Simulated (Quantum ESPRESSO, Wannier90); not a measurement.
# InAs (wurtzite), plane waves to Wannier functions

Structure: Materials Project mp-1007652, symmetrised, not relaxed again. Not found in the COD (Crystallography Open Database) copy used, which has the formula in other groups; not checked further. Level: PBEsol, spinors with spin-orbit coupling; pw.x of Quantum ESPRESSO at 68 Ry with PseudoDojo potentials, 4×4×4 k-points, Wannier90. Density: 12×12×6 mesh, cold smearing 0.01 Ry. With spin-orbit coupling a semilocal functional can close or falsely invert a small gap; the band order was not checked against a better method.

```
begin unit_cell_cart
ang
    4.3114000321    0.0000000000    0.0000000000
   -2.1557000160    3.7337819537    0.0000000000
    0.0000000000    0.0000000000    7.0887900000
end unit_cell_cart
mp_grid = 4 4 4
```

Which shells of neighbouring k-points and which b-vectors and weights does Wannier90 pick for this cell and mesh?


```
 *---------------------------------- K-MESH ----------------------------------*
 +----------------------------------------------------------------------------+
 |                    Distance to Nearest-Neighbour Shells                    |
 |                    ------------------------------------                    |
 |          Shell             Distance (Ang^-1)          Multiplicity         |
 |          -----             -----------------          ------------         |
 |             1                   0.221589                      2            |
 |             2                   0.420698                      6            |
 |             3                   0.443178                      2            |
 |             4                   0.475488                     12            |
 |             5                   0.611059                     12            |
 |             6                   0.664766                      2            |
 |             7                   0.728671                      6            |
 |             8                   0.761619                     12            |
       ... (lines left out)
 +----------------------------------------------------------------------------+
 | The b-vectors are chosen automatically                                     |
 | The following shells are used:                       1,  2                 |
 +----------------------------------------------------------------------------+
 |                        Shell   # Nearest-Neighbours                        |
 |                        -----   --------------------                        |
 |                          1               2                                 |
 |                          2               6                                 |
 +----------------------------------------------------------------------------+
 | Completeness relation is fully satisfied [Eq. (B1), PRB 56, 12847 (1997)]  |
 +----------------------------------------------------------------------------+
 |                  b_k Vectors (Ang^-1) and Weights (Ang^2)                  |
 |                  ----------------------------------------                  |
 |            No.         b_k(x)      b_k(y)      b_k(z)        w_b           |
 |            ---        --------------------------------     --------        |
 |             1         0.000000    0.000000    0.221589    10.182970        |
 |             2         0.000000    0.000000   -0.221589    10.182970        |
 |             3         0.000000    0.420698    0.000000     1.883375        |
 |             4         0.364336    0.210349    0.000000     1.883375        |
 |             5         0.000000   -0.420698    0.000000     1.883375        |
 |             6         0.364336   -0.210349    0.000000     1.883375        |
 |             7        -0.364336   -0.210349    0.000000     1.883375        |
 |             8        -0.364336    0.210349    0.000000     1.883375        |
```
